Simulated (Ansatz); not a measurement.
Relaxed La2O3 (A-La2O3 type, space group P-3m1):

```xyz
5
Lattice="3.9065 0.0000 0.0000 -1.9532 3.3831 0.0000 0.0000 0.0000 6.0394" Properties=species:S:1:pos:R:3 pbc="T T T"
La     0.0000     2.2554     1.4817
La     1.9532     1.1277     4.5577
O      0.0000     0.0000     0.0000
O      0.0000     2.2554     3.9020
O      1.9532     1.1277     2.1375
```

The numbers are results of PBEsol (plane waves to 420 eV, PAW, scalar-relativistic; Ansatz, an electronic-structure program), not measurements. k mesh 8×8×5 (Γ-centred), Fermi-Dirac smearing 0.05 eV. La2O3 is run without spin polarisation. La2O3 was relaxed with its symmetry unable to fall. The PAW data are Ansatz's earlier set.

One atom of the cell was then moved (with its periodic images), all else fixed, and the forces (eV/Å) came out as:

```csv
atom,Fx,Fy,Fz
La1,0.000,0.000,-0.394
La2,0.000,0.000,0.086
O3,0.000,0.000,-0.293
O4,0.000,0.000,-0.065
O5,0.000,0.000,0.666
```

Q: Which atom was moved, and by which vector (Å)?

A: O5, by (0.00, 0.00, -0.09), 0.09 Å in all.

(For displaced atoms, the force is minus the slope of the energy, and its curvature is a force constant, which sets phonon frequencies.)
